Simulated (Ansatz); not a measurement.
Single point in Ansatz 0.2.0 with PBE, no spin polarisation. Cutoff 420 eV, PAW datasets, 7×7×3 Γ-centred k mesh, fermi-dirac filling (width 0.0146 eV).

Computed maps in the lattice plane spanned by a (left to right, 3.82 Å, 12 points from zero) and b (bottom to top, 3.82 Å, 12 points from zero), 90° apart, at height 0.848 along c. The fields are smooth PAW ones with compensation charges, not the true ones near nuclei.

Valence density. Digits on a logarithmic scale: 0 up to 0.03 e/Å³, each further digit a factor of 1.6, 9 from 1.3 e/Å³ up:
```
334689998643
444568986544
665456665456
986545554568
998655555689
999655655699
998655555689
986545554568
665456665456
444568986544
334689998643
334699999643
```

Question: The cell is LuTl2ClO4. Which atoms lie within 0.2 Å of this plane, and where (fractions of a and b)?

Answer: O at (0.50, 0.00), O at (0.00, 0.50). The whole cell:
```yaml
crystal:
  lattice:
    - [3.81544, 0.00000, 0.00000]
    - [0.00000, 3.81544, 0.00000]
    - [0.00000, 0.00000, 8.83802]
  atoms:
    - { symbol: Cl, position: [0.00000, 0.00000, 0.50000] }
    - { symbol: Lu, position: [0.00000, 0.00000, 0.00000] }
    - { symbol: O, position: [0.50000, 0.00000, 0.84800] }
    - { symbol: O, position: [0.00000, 0.50000, 0.84800] }
    - { symbol: O, position: [0.50000, 0.00000, 0.15200] }
    - { symbol: O, position: [0.00000, 0.50000, 0.15200] }
    - { symbol: Tl, position: [0.50000, 0.50000, 0.71930] }
    - { symbol: Tl, position: [0.50000, 0.50000, 0.28070] }
```

Origin: a known structure type with other elements, at an estimated volume, so it need not be a known compound. Caveats: many states at the Fermi level without spin polarisation, so a magnetic state may lie lower.
